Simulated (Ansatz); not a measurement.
Starting structure of a cell relaxation (symmetry kept):

```
Ta V
1.0
     0.00000    3.52848    3.52848
     3.52848    0.00000    3.52848
     3.52848    3.52848    0.00000
Ta V
2 4
Direct
  0.50000 0.50000 0.50000
  0.75000 0.75000 0.75000
  0.12500 0.12500 0.12500
  0.62500 0.12500 0.12500
  0.12500 0.12500 0.62500
  0.12500 0.62500 0.12500
```

Level of theory: DFT PBEsol, scalar-relativistic, plane waves, PAW (Ansatz 0.2.0).

Cutoff 420 eV; k points 10×10×10 on the computed 6-atom cell (Γ-centred); Gaussian smearing, width 0.10 eV; no spin polarisation.

Task: What does it relax to?

Result: The volume goes down by 0.04 Å³/atom to 14.60 Å³/atom, and the energy changes by under 0.1 meV/atom. Final structure:
```cif
data_structure
_symmetry_space_group_name_H-M 'Fd-3m:1'
_symmetry_Int_Tables_number 227
_cell_length_a 7.0505
_cell_length_b 7.0505
_cell_length_c 7.0505
_cell_angle_alpha 90.000
_cell_angle_beta 90.000
_cell_angle_gamma 90.000
_cell_volume 350.47
loop_
_atom_site_label
_atom_site_type_symbol
_atom_site_symmetry_multiplicity
_atom_site_Wyckoff_symbol
_atom_site_fract_x
_atom_site_fract_y
_atom_site_fract_z
_atom_site_occupancy
Ta1 Ta 8 a 0.50000 0.00000 0.50000 1
V1 V 16 d 0.12500 0.62500 0.12500 1
```

Spin–orbit coupling is left out, which can shift energies with elements as heavy as these.

Cost: 1 run of about 0.9 core-minutes, on Arm Neoverse V2 (shared hosts).